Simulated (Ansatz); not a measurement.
**ZrC (Fm-3m): phonons**

Method: LDA, all-electron LAPW in Ansatz 0.2.0, scalar-relativistic.

The cell is the relaxed one with its volume scaled by 0.97.

The structure is one entry of a database and needn't be the stable phase.

Command:

```sh
ansatz run input.yaml --threads 2 --pin off --max-ram 5120MiB --backend cpu --events-out ev --progress --plain --runs-dir out
```

input.yaml:

```yaml
crystal:
  lattice:
    - [0.0, 2.29745244187, 2.29745244187]
    - [2.29745244187, 0.0, 2.29745244187]
    - [2.29745244187, 2.29745244187, 0.0]
  atoms:
    - { symbol: Zr, position: [0.5, 0.5, 0.5] }
    - { symbol: C, position: [0.0, 0.0, 0.0] }
kpoints:
  mp_grid: { grid: [12, 12, 12] }
scf:
  occupations: { method: fermi_dirac, width: 0.1 }
hamiltonian:
  xc: lda
  pseudopotentials: { kind: all_electron, lapw: { basis_error: 0.0005 } }
phonons:
  qmesh: [2, 2, 2]
  qpath:
    path:
      - [0.0, 0.0, 0.0]
      - [0.5, 0.0, 0.5]
      - [0.625, 0.25, 0.625]
      - [0.375, 0.375, 0.75]
      - [0.0, 0.0, 0.0]
      - [0.5, 0.5, 0.5]
      - [0.5, 0.25, 0.75]
      - [0.5, 0.0, 0.5]
    npoints: 6
  temperatures: { t_min: 0, t_max: 1000, t_step: 100 }
```

Output:

```
Warning: RAYON_NUM_THREADS=2 ignored (pool sized by the plan → 2); use --threads N
LAPW: plane waves up to 8.949 Å⁻¹, error target 5.0e-4 eV per atom; small_component_spin mean_spin; C in spheres of 0.998 Å, 6 of its electrons in bands, Dirac shells []; Zr in spheres of 1.231 Å, 30 of its electrons in bands, ...
Engine: ansatz 0.2.0, x86_64-unknown-linux-gnu
Pseudopotentials: kind: all_electron
Pseudopotential: Zr, LAPW, valence charge 30, lapw/all_electron/scalar/gaussian/Zr, Koelling and Harmon's equation, gaussian nucleus
Pseudopotential: C, LAPW, valence charge 6, lapw/all_electron/scalar/gaussian/C, Koelling and Harmon's equation, gaussian nucleus
Functional definition: SPW92
  exchange = slater_x
  correlation = pw_c
Crystal: 4 atoms, lattice volume = 48.506 Å³
Basis set: ecut = 305.1493873244181 eV, 585 PW (Γ), FFT grids on a1, a2, −a1+a2+a3, exchange–correlation at level 2
Bands: 44, of which v1, the nominal top of the filled ones, is band 36 counted from 1 (35 counted from 0)
Symmetry: 32 space group operations
k-points: 100 of 864
Non-local potential: Zr, projectors of the file, none
Non-local potential: C, projectors of the file, none
[... 114 lines left out ...]
  ASR residual: 1.483e-3 → 0.000e0 eV/Å²; symmetrization residual: 1.808e-3 eV/Å²
  largest component of a force at the reference: 1.7e-30 eV/Å
  ASR residual per site (eV/Å²): 1.31e-3 1.48e-3
  Γ frequencies (cm⁻¹): 0.00 0.00 0.00 471.26 471.26 471.26
--- Phonons (by wavevector): 3 wavevectors in 2 supercells ---
  supercell 1 (2 cells, vectors [1, 0, 0], [0, 1, -1], [0, 0, 2] in multiples of the cell's): 2 displaced members by 0.01 Å; free energy -197703.351966 eV; taken off its force constants: by the sum rule 1.3e-3, by the ...
  symmetry images taken by strict's conditions (phonons.symmetry_images: auto; settled by no image being taken that strict refuses)
  supercell 2 (2 cells, vectors [1, 0, 0], [0, 1, 0], [0, 0, 2] in multiples of the cell's): 2 displaced members by 0.01 Å; free energy -197703.351966 eV; taken off its force constants: by the sum rule 1.5e-3, by the ...
  symmetry images taken by strict's conditions (phonons.symmetry_images: auto; settled by no image being taken that strict refuses)
  q = [0.0000, 0.0000, 0.0000] (star 1, supercell 1; hermiticity 0.00e0, symmetrization 9.26e-6): -0.00 -0.00 0.00 471.26 471.26 471.26
  q = [0.0000, 0.0000, -0.5000] (star 4, supercell 2; hermiticity 1.11e-16, symmetrization 4.49e-16): 206.32 206.32 347.07 562.11 562.11 697.54
  q = [0.0000, -0.5000, -0.5000] (star 3, supercell 1; hermiticity 1.29e-16, symmetrization 3.88e-16): 226.37 226.37 288.68 499.67 499.67 570.94
  joined force constants: q→R imaginary residual 6.94e-18
  density of states and harmonic sums: on the 24×24×24 q-mesh, interpolated from the force constants of a 2×2×2 supercell (no non-analytic term)
  largest difference from the sums on the solved wave vectors: F 4.83e-2 eV, S 8.06e-5 and C_V 3.23e-5 eV/K
```

The run converged.

### Phonons on the q mesh

Harmonic phonons of a crystal by Kohn-Sham DFT at the given cell, standard atomic masses, acoustic sum rule imposed; negative wavenumbers are unstable modes; one row a degenerate set, branches counted upwards.

```json
{
  "Unstable phonons": "no"
}
```

```
point  q a (r.l.u.)  q b (r.l.u.)  q c (r.l.u.)  branch  phonon wavenumber (cm⁻¹)  degeneracy
Gamma             0             0             0       4                     471.3           3
    L           0.5             0             0       1                     206.3           2
    L           0.5             0             0       3                     347.1           1
    L           0.5             0             0       4                     562.1           2
    L           0.5             0             0       6                     697.5           1
    X           0.5           0.5             0       1                     226.4           2
    X           0.5           0.5             0       3                     288.7           1
    X           0.5           0.5             0       4                     499.7           2
    X           0.5           0.5             0       6                     570.9           1
```

**Zone-centre phonons**

Optical zone-centre levels upwards with Mulliken labels, activity, and the element with most of the kinetic energy.

```json
{
 "Point group": "m-3m"
}
```

| number | phonon wavenumber (cm⁻¹) | label | infrared | raman | lead element |
| --- | --- | --- | --- | --- | --- |
| 1 | 471.3 | T1u | yes | no | C |

### Harmonic thermodynamics

Sums over wave vectors interpolated from the q mesh.

* Zero point energy: 74.11 meV/atom

```tsv
temperature (K)	phonon heat capacity (k_B/atom)	phonon entropy (k_B/atom)	phonon free energy (meV/atom)
100	0.6718	0.2761	73.5
200	1.632	1.058	67.85
300	2.193	1.838	55.3
400	2.489	2.514	36.47
500	2.653	3.089	12.27
600	2.751	3.582	-16.53
700	2.813	4.011	-49.28
800	2.855	4.39	-85.51
900	2.884	4.728	-124.8
1000	2.906	5.033	-166.9
```

Caveats: responses of metals move with mesh and smearing; cell scaled away from its relaxed volume; activity by symmetry alone, a metal screens infrared modes; coarse q mesh.

It took 4.2 min on 2 threads of Intel(R) Xeon(R) 6975P-C (Granite Rapids), on a shared host, peak memory 1.2 GiB.
